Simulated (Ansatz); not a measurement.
ScCl:
```
ScCl
1.0
    1.75591     1.01378     8.82098
   -1.75591     1.01378     8.82098
    0.00000    -2.02755     8.82098
Cl Sc
2 2
Direct
  0.39227   0.39227   0.39227
  0.60773   0.60773   0.60773
  0.21477   0.21477   0.21477
  0.78523   0.78523   0.78523
```

Relaxed with r²SCAN+D4.

Problem. Give the Bader charges and basin volumes of the independent atoms, DFT-r²SCAN+D4 in the program Ansatz with PAW potentials.

Solution. 

```json
[
 {"atom": "Cl1", "Bader charge (e)": "-0.79", "Bader volume (Å³)": "27.8"},
 {"atom": "Sc3", "Bader charge (e)": "+0.79", "Bader volume (Å³)": "19.2"}
]
```

Space group R-3m. The workflow started from an entry of the Crystallography Open Database (COD). Whether it is the stable phase at ambient conditions was not checked. The r²SCAN+D4 relaxation kept the symmetry of its start; its stability against distortions is not shown here. The run is not spin-polarised.

Potentials: the later of the program's two PAW sets.
